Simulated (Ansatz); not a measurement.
Input file for Ansatz (a first-principles code):

Ansatz 0.2 input:
```yaml
crystal:
  lattice:
    - [0.0, 5.2903610937, 5.2903610937]
    - [5.2903610937, 0.0, 5.2903610937]
    - [5.2903610937, 5.2903610937, 0.0]
  atoms:
    - { symbol: Mg, position: [0.0, 0.0, 0.0] }
    - { symbol: Mg, position: [0.25, 0.25, 0.25] }
    - { symbol: Sc, position: [0.625, 0.625, 0.625] }
    - { symbol: Sc, position: [0.125, 0.625, 0.625] }
    - { symbol: Sc, position: [0.625, 0.625, 0.125] }
    - { symbol: Sc, position: [0.625, 0.125, 0.625] }
    - { symbol: S, position: [0.8507493876, 0.3830835375, 0.3830835375] }
    - { symbol: S, position: [0.8669164625, 0.8669164625, 0.3992506124] }
    - { symbol: S, position: [0.3830835375, 0.8507493876, 0.3830835375] }
    - { symbol: S, position: [0.8669164625, 0.8669164625, 0.8669164625] }
    - { symbol: S, position: [0.3830835375, 0.3830835375, 0.3830835375] }
    - { symbol: S, position: [0.8669164625, 0.3992506124, 0.8669164625] }
    - { symbol: S, position: [0.3830835375, 0.3830835375, 0.8507493876] }
    - { symbol: S, position: [0.3992506124, 0.8669164625, 0.8669164625] }
kpoints:
  mp_grid: { grid: [4, 4, 4] }
basis: { xc_grid: 2 }
hamiltonian:
  xc: pbesol
  pseudopotentials: { kind: paw }
scf:
  occupations: { method: fixed }
output:
  optics: { e_range: [0.0, 15.0], de: 0.05, sigma: 0.1, bands: { spectra_wanted_up_to: 12 eV } }
```

Output (shortened):

```
output.optics: the spectra are integrated over the Brillouin zone by k·p interpolation around the k-points, where levels, occupations, output.optics.sigma and …
Pseudopotential: Mg, paw, valence charge 10
Pseudopotential: Sc, paw, valence charge 11
Pseudopotential: S, paw, valence charge 6
Functional definition: PBEsol
Crystal: 14 atoms, lattice volume = 296.132 Å³
Basis set: ecut = 420 eV, 5817 PW (Γ), exchange–correlation on 108×108×108 points (8 copies of the dense FFT grid, shifted against one another)
Bands: 70, of which v1, the nominal top of the filled ones, is band 56 counted from 1 (55 counted from 0)
Symmetry: 48 space group operations
Space group: Fd-3m (ITA 227), of the structure as read, at distance tolerance 6.7e-5 Å
k-points: 8 of 64
SCF iter   1: F=—  HF=-19374.311299 eV  |F-HF|=—  |Δ(HF+E_count)|=         —  Δρ=4.54e-3  dr2=1.04e-1  ethr=1.77e-3  ⟨swp⟩=4.9  Hψ=1925  notcnv=0  defer=80
preconditioner: auto → Resta (q_TF=auto, 2.320 Å⁻¹)
SCF iter   2: F=—  HF=-19374.285585 eV  |F-HF|=—  |Δ(HF+E_count)|=   2.57e-2  Δρ=2.00e-3  dr2=1.47e-2  ethr=9.32e-5  ⟨swp⟩=2.0  Hψ=841  notcnv=0  defer=93
SCF iter   3: F=—  HF=-19374.282187 eV  |F-HF|=—  |Δ(HF+E_count)|=   3.40e-3  Δρ=6.78e-4  dr2=1.87e-3  ethr=1.32e-5  ⟨swp⟩=2.4  Hψ=853  notcnv=0  defer=93
SCF iter   4: F=—  HF=-19374.282143 eV  |F-HF|=—  |Δ(HF+E_count)|=   4.44e-5  Δρ=2.17e-4  dr2=1.51e-4  ethr=1.67e-6  ⟨swp⟩=2.0  Hψ=748  notcnv=0  defer=75
SCF iter   5: F=—  HF=-19374.282236 eV  |F-HF|=—  |Δ(HF+E_count)|=   9.30e-5  Δρ=3.99e-5  dr2=7.13e-6  ethr=1.35e-7  ⟨swp⟩=2.0  Hψ=825  notcnv=0  defer=64
SCF iter   6: F=—  HF=-19374.282171 eV  |F-HF|=—  |Δ(HF+E_count)|=   6.47e-5  Δρ=1.15e-5  dr2=6.60e-7  ethr=6.36e-9  ⟨swp⟩=2.0  Hψ=814  notcnv=0  defer=62
SCF iter   7: F=—  HF=-19374.282172 eV  |F-HF|=—  |Δ(HF+E_count)|=   5.78e-7  Δρ=2.84e-6  dr2=3.55e-8  ethr=5.89e-10  ⟨swp⟩=2.0  Hψ=748  notcnv=0  defer=62
SCF iter   8: F=—  HF=-19374.282172 eV  |F-HF|=—  |Δ(HF+E_count)|=   4.37e-8  Δρ=7.57e-7  dr2=2.36e-9  ethr=3.17e-11  ⟨swp⟩=2.0  Hψ=752  notcnv=0  defer=62
SCF iter  10: F=-19374.282172 eV  HF=-19374.282172 eV  |F-HF|=3.64e-12  |Δ(HF+E_count)|=  1.82e-11  Δρ=5.38e-8  dr2=9.36e-12  ethr=1.00e-12  ⟨swp⟩=11.4  Hψ=2347  notcnv=0
SCF 1 converged in 10 iterations: F = -19374.282172 eV  dr2 = 9.36e-12
NSCF: frozen V_eff on 8 k-points
Optics k sum: 0 of 8 k-points
Optics k sum: 1 of 8 k-points
Optics k sum: 2 of 8 k-points
Optics k sum: 3 of 8 k-points
Optics k sum: 4 of 8 k-points
Optics k sum: 5 of 8 k-points
Optics k sum: 6 of 8 k-points
Optics k sum: 7 of 8 k-points
Optics k sum: 8 of 8 k-points
Optics k sum: 0 of 8 k-points
Optics k sum: 1 of 8 k-points
Optics k sum: 2 of 8 k-points
Optics k sum: 3 of 8 k-points
Optics k sum: 4 of 8 k-points
Optics k sum: 5 of 8 k-points
Optics k sum: 6 of 8 k-points
Optics k sum: 7 of 8 k-points
Optics k sum: 8 of 8 k-points
NSCF: frozen V_eff on 1 k-points
output.optics: what the bands over the 127 summed would add to eps1, eps2 and the energy-loss function is held between a lower and an upper bound (9 Lanczos …
SCF converged after 10 iterations
Free energy (F): -19374.282172 eV
Harris-Foulkes:  -19374.282172 eV  (|F-HF|=3.64e-12)
Internal energy: -19374.282172 eV  (E = F + TS)
E sigma→0 (E₀):  -19374.282172 eV
Fermi energy:    5.926878 eV
--- Per-component energies (eV) ---
  E_band       = -1455.529634
  E_kinetic    = 2060.801915
  E_local      = -8359.598338  (includes V_loc(G=0)·N_el)
  E_nonlocal   = 743.475096
  E_hartree    = 2975.480752
  E_xc         = -1249.605029
  E_vxc        = -1300.552470  (∫ρ·V_xc dr)
  E_paw        = -8960.172776  (= ΣΔE_a)
  E_vpaw       = -550.617437  (= ΣTr[D̂ρ^β])
  E_aug_tail   = 0.000048  (compensation charges beyond the density's cutoff)
  E_ewald      = -6585.793259
  E_core_change = 1.129419  (= ΣΔE_core)
  E_smearing   =  0.000000  (= −TS)
  E_closure    = 0.000000  (closes the sum)
  Σ components = -19374.282172   (vs F -19374.282172, Δ=0.00e0)
  [band-id]    e_kinetic+e_local+e_nonlocal+2·e_hartree+e_vxc+e_vpaw+e_augmentation_tail = -1455.529682   (vs E_band -1455.529634, Δ=-4.85e-5)
--- Band table (eV; the first three rows and the last of 8) ---
  k-point 0: bands = ["-68.4533", "-68.4533", "-42.6740", "-42.6657", "-42.6657", "-42.6657", "-35.3977", "-35.3977", "-35.3977", "-35.3976", "-35.3976", "-35.3976", "-21.5116", "-21.4330", "-21.4330", "-21.4330", "-21.3885", "-21.3885", "-21.3661", …
  k-point 1: bands = ["-68.4533", "-68.4533", "-42.6731", "-42.6665", "-42.6657", "-42.6657", "-35.3977", "-35.3977", "-35.3977", "-35.3976", "-35.3976", "-35.3976", "-21.5006", "-21.4320", "-21.4279", "-21.4279", "-21.3868", "-21.3868", "-21.3786", …
  k-point 2: bands = ["-68.4533", "-68.4533", "-42.6719", "-42.6677", "-42.6657", "-42.6657", "-35.3977", "-35.3977", "-35.3977", "-35.3976", "-35.3976", "-35.3976", "-21.4873", "-21.4293", "-21.4222", "-21.4222", "-21.3949", "-21.3792", "-21.3792", …
  k-point 7: bands = ["-68.4533", "-68.4533", "-42.6698", "-42.6698", "-42.6657", "-42.6657", "-35.3977", "-35.3977", "-35.3976", "-35.3976", "-35.3976", "-35.3976", "-21.4603", "-21.4603", "-21.4108", "-21.4108", "-21.3925", "-21.3925", "-21.3806", …
```

Cost: around 2.5 core-minutes (rough) on shared cores.

The workflow started from a Materials Project entry (that database holds measured and hypothetical structures alike); the Crystallography Open Database files this formula in space group No. 227, but the cells were not matched. Its standing as an ambient phase is unchecked. The PBEsol relaxation kept the symmetry of its start; its stability against distortions is not shown here. No spin polarisation was allowed.

Potentials: the later of the program's two PAW sets.

Ansatz is a plane-wave DFT program.
